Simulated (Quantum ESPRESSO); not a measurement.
## Band energies of CaHBr monolayer

```xyz
6
Lattice="3.7727 0.0000 0.0000 0.0000 3.7727 0.0000 0.0000 0.0000 19.6000" Properties=species:S:1:pos:R:3 pbc="T T T"
H      0.0000     1.8863     0.0000
H      1.8863     0.0000     0.0000
Ca     0.0000     0.0000     1.2785
Ca     1.8863     1.8863    -1.2785
Br     1.8863     1.8863     2.6147
Br     0.0000     0.0000    -2.6147
```

norm-conserving PBEsol (Quantum ESPRESSO, 72 Ry, with spin-orbit coupling); path MΓXM; energies in eV from the valence-band maximum.

```csv
k (1/Å),point,band 36,band 37,band 38,band 39,band 40,band 41,band 42,band 43
0.00,M,-0.92,4.56,4.56,4.56,4.56,6.24,6.24,6.24
0.20,,-0.77,4.68,4.68,4.71,4.71,5.97,5.97,6.34
0.39,,-0.53,4.88,4.88,4.88,4.88,5.63,5.63,6.42
0.59,,-0.33,4.80,4.80,5.12,5.12,5.45,5.45,5.69
0.79,,-0.11,4.79,4.79,4.95,4.95,5.41,5.41,5.46
0.98,,0.00,4.32,4.32,4.96,4.96,5.11,5.11,5.48
1.18,Γ,-0.02,4.07,4.07,4.79,4.79,5.38,5.38,5.57
1.34,,-0.01,4.24,4.24,4.94,4.94,5.07,5.07,5.47
1.51,,-0.08,4.56,4.56,4.75,4.75,5.23,5.23,5.31
1.68,,-0.26,4.63,4.63,4.77,4.77,5.27,5.27,5.57
1.84,,-0.35,4.63,4.63,4.80,4.80,5.40,5.40,5.93
2.01,X,-0.43,4.69,4.69,4.69,4.69,5.70,5.70,5.70
2.18,,-0.44,4.78,4.78,4.78,4.78,5.63,5.63,5.64
2.34,,-0.53,4.94,4.94,4.95,4.95,5.60,5.60,5.62
2.51,,-0.67,4.87,4.87,4.88,4.88,5.85,5.85,5.87
2.68,,-0.82,4.66,4.66,4.67,4.67,6.14,6.14,6.16
2.84,M,-0.92,4.56,4.56,4.56,4.56,6.24,6.24,6.24
```

The PBEsol gap is indirect, 4.07 eV, from 83 % of the way from M to Γ to Γ; the smallest direct gap is 4.09 eV. Another valence extremum on the path lies within 0.02 eV, too close to call. The valence-band maximum lies 6.74 eV below the vacuum level.

Geometry relaxed with PBEsol.

This is a model layer cut from the bulk structure; whether it is stable on its own was not checked.
